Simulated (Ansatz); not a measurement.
Data:

MoSi₂ (MoSi2 type, space group I4/mmm)

```
CELL_PARAMETERS angstrom
     -3.21692     3.21692     7.87303
      0.00000     0.00000     7.87303
      0.00000     3.21692     0.00000
ATOMIC_POSITIONS crystal
  Mo 0.00000 0.00000 0.00000
  Mo 0.50000 0.00000 0.00000
  Si 0.00000 0.33511 0.00000
  Si 0.50000 0.33511 0.00000
  Si 0.00000 0.66489 0.00000
  Si 0.50000 0.66489 0.00000
```

A phonon eigenvector at M = (0.5, 0.5, 0.5) is frozen into this cell: atom i moves by Q times the vector below, so Q is the largest atomic displacement, in Å. The cell is held. It is one choice among 2 degenerate patterns. (q is in reciprocal vectors of the primitive cell; the cell shown is doubled to hold the pattern.)

```json
[
 {"atom": "Mo1", "x": "0.000", "y": "-1.000", "z": "0.000"},
 {"atom": "Mo2", "x": "0.000", "y": "1.000", "z": "0.000"},
 {"atom": "Si3", "x": "0.000", "y": "0.507", "z": "0.000"},
 {"atom": "Si4", "x": "0.000", "y": "-0.507", "z": "0.000"},
 {"atom": "Si5", "x": "0.000", "y": "0.507", "z": "0.000"},
 {"atom": "Si6", "x": "0.000", "y": "-0.507", "z": "0.000"}
]
```

All values below come from PBE (plane waves to 420 eV, PAW, scalar-relativistic; Ansatz, an electronic-structure program). k mesh 20×20×20 (Γ-centred), Fermi-Dirac smearing 0.05 eV. Energies are smeared free energies. With partly filled bands, energies and forces of such displacements shift with the k mesh and the smearing. MoSi2 is run without spin polarisation. MoSi2 was relaxed with its symmetry unable to fall. The zero of ΔE is the undisplaced structure.

The scan covers Q from -0.100 to 0.100 Å in 13 points.

Problem. Which space group does the distorted structure have?

Solution. Pmmn (No. 59), lowered from I4/mmm.

Problem. What is the energy change at Q = 0.100 Å?

Solution. 132 meV/cell.

Problem. What harmonic wavenumber does the curvature at Q = 0 give?

Solution. 181 cm⁻¹.

(For displaced atoms, the force is minus the slope of the energy, and its curvature is a force constant, which sets phonon frequencies.)
